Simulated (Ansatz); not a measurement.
Method: PBEsol, no spin polarisation; PAW, plane waves to 420 eV, 4×4×8 Γ-centred mesh, fermi-dirac occupations (width 0.1 eV) (Ansatz 0.2.0), atoms fixed.

Computed maps in the lattice plane spanned by b (left to right, 10.17 Å, 26 points from zero) and c (bottom to top, 4.31 Å, 13 points from zero), 90° apart, at height 0.000 along a. The fields are smooth PAW ones with compensation charges, not the true ones near nuclei.

Valence density. Digits on a logarithmic scale: 0 up to 0.03 e/Å³, each further digit a factor of 1.6, 9 from 1.3 e/Å³ up:
```
99742222100246999975311379
98533344321136799864211258
65434566542124677653101235
33345788753113455431001123
12346899974211233210000112
11257999975200111100000111
11257999975200111100000111
12346899974211233210000112
33345788753113455431001123
65434566542124677653101235
98533344321136799864211258
99742222100246999975311379
99842111000247999985311489
```

ELF. Ten even steps from '0' (0.01) to '9' (0.89):
```
85211121100277622578500025
53013677620068765788300003
21137887862037877786100001
11168766785004788862000001
00277644677101344310000000
00376512477200000000000000
00376512477200000000000000
00277644677101344310000000
11168766785004788862000001
21137887862037877786100001
53013677620068765788300003
85211121100277622578500025
97310000000377517378500137
```

Question: The cell is FeNi$_{2}$I$_{6}$. Which atoms lie within 0.2 Å of this plane, and where (fractions of b and c)?

Answer: I at (0.25, 0.50), Fe at (0.00, 0.00), I at (0.60, 0.00). The whole cell:
```
CELL_PARAMETERS angstrom
10.17075 0.00000 0.00000
-5.08538 8.80813 0.00000
0.00000 0.00000 4.31487
ATOMIC_POSITIONS crystal
I 0.25310 0.00000 0.50000
I 0.74690 0.74690 0.50000
I 0.00000 0.25310 0.50000
Ni 0.33330 0.66670 0.50000
Ni 0.66670 0.33330 0.50000
Fe 0.00000 0.00000 0.00000
I 0.60350 0.00000 0.00000
I 0.39650 0.39650 0.00000
I 0.00000 0.60350 0.00000
```

Origin: a known structure type with other elements, at an estimated volume, so it need not be a known compound. Caveats: no spin polarisation, so a magnetic state may lie lower.
